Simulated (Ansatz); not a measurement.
InGaAs2 in space group P-4m2 (No. 115; In on 1d, Ga on 1b, As on 2g), the program Ansatz at the LDA level (PAW), all energies at zero smearing, with the estimated change up to a 700 eV cutoff added, with one set of potentials and settings (totals compare only within such a set). Cell of 4 atoms (1 In, 1 Ga, 2 As): -18712.467 eV.

| element | reference phase | E (eV/atom) |
|---|---|---|
| In | I4/mmm, 1 atoms in the cell | -5457.1653 |
| Ga | Cmce, 4 atoms in the cell | -3706.9815 |
| As | R-3m, 2 atoms in the cell | -4773.6736 |

Formation energy per atom, worked out: (-18712.467 − 1×(-5457.1653) − 1×(-3706.9815) − 2×(-4773.6736))/4 = -0.243 eV/atom (-23 kJ per mol of atoms), at 0 K, without zero-point energy or fitted corrections.

The workflow started from a Materials Project entry (that database holds measured and hypothetical structures alike); the Crystallography Open Database copy checked does not list it. With In and Ga taken as one species the cell has the higher symmetry F-43m, so it may be an ordered model of a mixed-site phase. Whether it is the stable phase at ambient conditions was not checked. The LDA relaxation kept the symmetry of its start; of distortions, only those at the zone centre were tested. The references are the lowest solids computed at this level, not always the standard phases.

Potentials: the later of the program's two PAW sets.
